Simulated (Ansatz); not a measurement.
## From the elastic tensor of MgZn2S3 to moduli and sound speeds

These are results of Ansatz, DFT PBE, scalar-relativistic, plane waves, PAW, not measurements. Settings: 420 eV plane-wave cutoff, Γ-centred 6×6×4 mesh, fixed occupations. No spin polarisation.

Space group P31m (No. 157), trigonal, a = 6.777 Å, c = 6.383 Å. Around Mg lie 4 S at 2.44–2.47 Å; Zn on a site of symmetry m is surrounded by 4 S at 2.36–2.39 Å; Zn on a site of symmetry 3m has 4 S at 2.34–2.37 Å; S on a site of symmetry 3m has 4 Zn at 2.37–2.38 Å; around S on a site of symmetry 3 lie 3 Zn at 2.39 Å and 1 Mg at 2.47 Å; around S on a site of symmetry m lie 2 Zn at 2.34–2.36 Å and 2 Mg at 2.44 Å.

The structure comes from a generated guess, relaxed at this level; another structure or a mixture of phases may lie lower.

Relaxed-ion constants (GPa, on the Cartesian axes of the calculation):
C11 = 101.1, C12 = 48.7, C13 = 39.7, C15 = -0.4, C22 = 101.1, C23 = 39.7, C25 = 0.4, C33 = 114.9, C44 = 22.7, C46 = 0.4, C55 = 22.7, C66 = 26.2 GPa; the others vanish.

Density 3.287 g/cm³; 12 atoms in 253.85 Å³.

With S = C⁻¹: B_V = (C11+C22+C33+2(C12+C13+C23))/9, G_V = (C11+C22+C33−C12−C13−C23+3(C44+C55+C66))/15, 1/B_R = S11+S22+S33+2(S12+S13+S23), 15/G_R = 4(S11+S22+S33−S12−S13−S23)+3(S44+S55+S66); Hill is their mean. Then v_l = √((B+4G/3)/ρ), v_t = √(G/ρ), v_m = [(2/v_t³+1/v_l³)/3]^(−1/3) and Θ = (ħ/k_B)·v_m·(6π²n/V)^(1/3) for n atoms in the volume V; E = 9BG/(3B+G), ν = (3B−2G)/(2(3B+G)) and A^U = 5G_V/G_R + B_V/B_R − 6.

| Item | Value |
| --- | --- |
| Bulk modulus, Voigt / Reuss / Hill | 63.7 / 63.7 / 63.7 GPa |
| Shear modulus, Voigt / Reuss / Hill | 26.9 / 26.1 / 26.5 GPa |
| Young's modulus | 70 GPa |
| Poisson ratio | 0.317 |
| Pugh ratio B/G | 2.40 (over 1.75, the rule of thumb for ductile) |
| Universal anisotropy index | 0.16 |
| Longitudinal and transverse sound speeds | 5490 and 2841 m/s |
| Debye temperature from the mean sound speed | 342 K |
